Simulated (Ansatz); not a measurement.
A single-point calculation of a 14-atom cell of SiGe5N8 built on β-Si3N4 (relaxed group Pm) with Ansatz, at the level PBE0. Cell and atoms come from a relaxation with r2SCAN.

Input file:
```yaml
crystal:
  lattice:
    - [7.9730271815, 0.0, -0.0106953082]
    - [0.0, 3.0498079669, 0.0]
    - [-3.9957725483, 0.0, 6.9076129373]
  atoms:
    - { symbol: Ge, position: [0.5971429233, 0.5, 0.8333530411] }
    - { symbol: Si, position: [0.8262824943, 0.0, 0.2344957567] }
    - { symbol: Ge, position: [0.7648632328, 0.0, 0.5915414444] }
    - { symbol: Ge, position: [0.2275010538, 0.5, 0.4023187592] }
    - { symbol: Ge, position: [0.1723020799, 0.5, 0.7658545193] }
    - { symbol: Ge, position: [0.4094395819, 0.0, 0.1724383851] }
    - { symbol: "N", position: [0.3341582741, 0.5, 0.6666158814] }
    - { symbol: "N", position: [0.6732471742, 0.0, 0.3302171272] }
    - { symbol: "N", position: [0.6945222863, 0.5, 0.6670849267] }
    - { symbol: "N", position: [0.6797157191, 0.0, 0.9827842401] }
    - { symbol: "N", position: [0.0285672449, 0.0, 0.6999832651] }
    - { symbol: "N", position: [0.9591132405, 0.5, 0.2989637047] }
    - { symbol: "N", position: [0.2977538235, 0.0, 0.3259909818] }
    - { symbol: "N", position: [0.3353908715, 0.5, 0.0283579671] }
kpoints:
  mp_grid: { grid: [2, 6, 2] }
  band_path:
    path:
      - [0.0, 0.0, 0.0]
      - [0.0, 0.5, 0.0]
      - [0.5, 0.5, -0.5]
      - [0.5, 0.0, -0.5]
      - [0.5, 0.0, 0.0]
      - [0.5, 0.5, 0.0]
      - [0.0, 0.5, 0.5]
      - [0.0, 0.0, 0.5]
    npoints: 1
hamiltonian:
  xc: pbe0
scf:
  occupations: { method: fixed }
  n_extra_bands: 7
output:
  forces: true
  stress: true
  eigenvalues: true
```

It took 97 s on 1 × NVIDIA H100 80GB HBM3 with 2 threads of AMD EPYC 7R13 Processor (Zen 3), on a shared host, load about 0.8 per core; peak host memory 2.5 GiB.

Question: Predict the output.

Answer: Output, abridged:
```
Functional definition: PBE0
Crystal: 14 atoms, lattice volume = 167.837 Å³
Basis set: ecut = 420 eV, 3293 PW (Γ)
Bands: 64, of which v1, the nominal top of the filled ones, is band 57 counted from 1 (56 counted from 0)
Symmetry: 2 space group operations
Space group: Pm (ITA 6)
k-points: 16 of 24
Exchange kernel: α = 0.2500, full range, Wigner–Seitz truncation, v(0) = 8677.7213 eV·Å³, q-mesh 2×6×2
hybrid outer 1: dexx = +6.742e-2 eV, tail = 2.80e-4 eV
hybrid outer 2: dexx = +2.691e-6 eV, tail = 1.11e-7 eV, Δε = 1.93e-3 eV, ΔF = 3.20e-3 eV/Å
hybrid outer 3: dexx = +2.844e-9 eV, tail = 1.09e-8 eV, Δε = 8.37e-5 eV, ΔF = 1.09e-4 eV/Å
hybrid SCF converged: 3 outer / 15 inner (+3 warm-up)
Free energy (F): -25190.744031 eV
Fermi energy:    7.502082 eV
--- Per-component energies (eV) ---
  E_band       = -970.690659
  E_kinetic    = 1665.400977
  E_local      = -14841.662220
  E_nonlocal   = 2507.440460
  E_hartree    = 6388.087517
  E_xc         = -706.054252
  E_vxc        = -760.073351
  E_exx        = -438.805335
  E_paw        = -11434.942711
  E_vpaw       = -1440.361360
  E_ewald      = -8327.966087
  E_core_change = -2.244315
--- Forces (eV/Å), atoms counted from 1 ---
  atom   1  Ge    -0.00800      0.00000      0.02241
  atom   2  Si    -0.04335      0.00000    -0.00203
  atom   3  Ge      0.01144      0.00000    -0.01199
  atom   4  Ge      0.00512      0.00000      0.01995
  atom   5  Ge      0.00565      0.00000    -0.01225
  atom   6  Ge      0.03145      0.00000    -0.01662
  atom   7  N       0.00094      0.00000    -0.00254
  atom   8  N     -0.03828      0.00000      0.01584
  atom   9  N       0.03663      0.00000    -0.00410
  atom  10  N     -0.00140      0.00000    -0.06750
  atom  11  N       0.02248      0.00000      0.02302
  atom  12  N       0.03709      0.00000    -0.00620
  atom  13  N     -0.03693      0.00000      0.00980
  atom  14  N     -0.02288      0.00000      0.03221
--- Stress (GPa, compression-positive) ---
       -0.809197       0.000000       0.018520
        0.000000      -0.740130       0.000000
        0.018519       0.000000      -0.801215
  P = ⅓ Tr σ = -0.7835 GPa (-7.835 kbar)
```
Iteration counts and the last digits belong to this one run.

Levels at the listed points, from bands.tsv (eV from the Fermi energy, bands near the gap, counted from 0):
```tsv
# k_distance	band_52	band_53	band_54	band_55	band_56	band_57	band_58	band_59	band_60
# fermi_ev = 7.502082
# [0, 0, 0] at k_distance = 0.000000
# [0, 0.5, 0] at k_distance = 1.030095
# [0.5, 0.5, -0.5] at k_distance = 1.484594
# [0.5, 0, -0.5] at k_distance = 2.514689
# [0.5, 0, 0] at k_distance = 2.969844
# [0.5, 0.5, 0] at k_distance = 3.999939
# [0, 0.5, 0.5] at k_distance = 4.454438
# [0, 0, 0.5] at k_distance = 5.484533
# levels_relative_to = fermi_ev
0.000	-0.816	-0.787	-0.474	-0.269	0.000	4.839	5.978	6.051	6.292
1.030	-1.467	-1.346	-1.330	-1.298	-1.208	6.490	6.552	6.690	6.824
1.485	-1.606	-1.288	-1.238	-1.061	-0.954	6.374	6.628	7.328	7.431
2.515	-1.272	-1.094	-0.577	-0.185	-0.016	5.804	6.167	6.279	6.450
2.970	-1.204	-1.178	-0.533	-0.199	-0.017	5.605	6.105	6.415	6.528
4.000	-1.727	-1.339	-1.251	-0.946	-0.884	6.098	6.334	7.404	7.753
4.454	-1.661	-1.277	-1.275	-0.969	-0.918	6.176	6.413	7.410	7.422
5.485	-1.303	-1.226	-0.510	-0.170	-0.032	5.880	6.212	6.324	6.481
```
In order the rows are Γ, Z, D, B, A, E, C₂, Y₂.

PBE0 gives a direct gap of 4.84 eV at Γ. The gap is the least over the mesh and the extra points. With the atoms held, the mean pressure is -0.8 GPa (compression positive). (The program warns that its thresholds are loose for a hybrid's stress.) The largest force is 0.07 eV/Å.

All values are calculated for a non-magnetic cell, which may be hypothetical.

Spin-orbit coupling is left out.

The meshes of the hybrids are coarse, so their gaps aren't converged to the digits shown.
